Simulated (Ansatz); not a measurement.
PtC (zinc blende, F-43m), r²SCAN in the plane-wave PAW code Ansatz, all energies at zero smearing, with the estimated change up to a 700 eV cutoff added, with one set of potentials and settings (totals compare only within such a set). Cell of 2 atoms (1 Pt, 1 C): -12788.143 eV.

```
element                reference phase  E (eV/atom)
-------  -----------------------------  -----------
Pt          Fm-3m, 1 atoms in the cell  -12538.2501
C        P6_3/mmc, 4 atoms in the cell    -251.6688
```

Formation energy per atom, worked out: (-12788.143 − 1×(-12538.2501) − 1×(-251.6688))/2 = 0.888 eV/atom (86 kJ per mol of atoms), at 0 K, without zero-point energy or fitted corrections.

The start of the workflow was typed in or built on a structure type; neither database checked (COD, Materials Project) lists it. Its standing as an ambient phase is unchecked. Symmetry was held in the r²SCAN relaxation; its stability against distortions is not shown here. No spin polarisation was allowed. Its formation energy is positive at this level, so the cell may be metastable or incomplete. The references are the lowest solids computed at this level, not always the standard phases. Spin–orbit coupling is left out wherever it is not named.

Potentials: the earlier of the program's two PAW sets.
